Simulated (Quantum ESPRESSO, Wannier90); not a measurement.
**Al2O3 (corundum), plane waves to Wannier functions**

```yaml
crystal:
  lattice:
    - [-2.40251, 4.16128, 0.00000]
    - [-4.80503, 0.00000, 0.00000]
    - [-2.40251, 1.38709, 4.37208]
  atoms:
    - { symbol: Al, position: [0.85210, 0.85210, 0.44370] }
    - { symbol: Al, position: [0.14790, 0.14790, 0.55630] }
    - { symbol: Al, position: [0.64790, 0.64790, 0.05630] }
    - { symbol: Al, position: [0.35210, 0.35210, 0.94370] }
    - { symbol: O, position: [0.75000, 0.05614, 0.75000] }
    - { symbol: O, position: [0.25000, 0.94386, 0.25000] }
    - { symbol: O, position: [0.44386, 0.75000, 0.75000] }
    - { symbol: O, position: [0.55614, 0.25000, 0.25000] }
    - { symbol: O, position: [0.05614, 0.44386, 0.75000] }
    - { symbol: O, position: [0.94386, 0.55614, 0.25000] }
```

Structure: Materials Project mp-1143, symmetrised, not relaxed again. COD (Crystallography Open Database) has the formula in 3 space groups, this one among them (matched by group alone). Computed values, not measurements, from PBEsol: Quantum ESPRESSO (norm-conserving PseudoDojo potentials, cutoff 68 Ry, no spin polarisation, no spin-orbit coupling) on a Γ-centred 4×4×4 mesh, then Wannier90. Density: 8×8×8 mesh, cold smearing 0.01 Ry.

Functional, cutoff and mesh named above are those of the base row (PBEsol); the first column says what each row takes instead. Model: 24 functions from bands 1-24, start SCDM (isolated) (the valence bands). Energies are relative to the valence-band maximum; the misfit is to pw.x on a path, for all bands of the set. The functional changes, each with its own PseudoDojo files and their cutoffs, on the same cell. Ω_total can sit in another minimum from row to row; Ω_I of an isolated set cannot.

```json
[
 {"functional": "LDA", "Ω_I (Å²)": "12.39", "Ω_total (Å²)": "14.88", "rms misfit (meV)": "0.9", "gap (eV)": "5.87", "bottom of band 1 (eV)": "-18.74"},
 {"functional": "PBE", "Ω_I (Å²)": "12.24", "Ω_total (Å²)": "14.69", "rms misfit (meV)": "0.9", "gap (eV)": "5.93", "bottom of band 1 (eV)": "-18.96"},
 {"functional": "PBEsol", "Ω_I (Å²)": "12.38", "Ω_total (Å²)": "14.86", "rms misfit (meV)": "0.9", "gap (eV)": "5.82", "bottom of band 1 (eV)": "-18.92"}
]
```
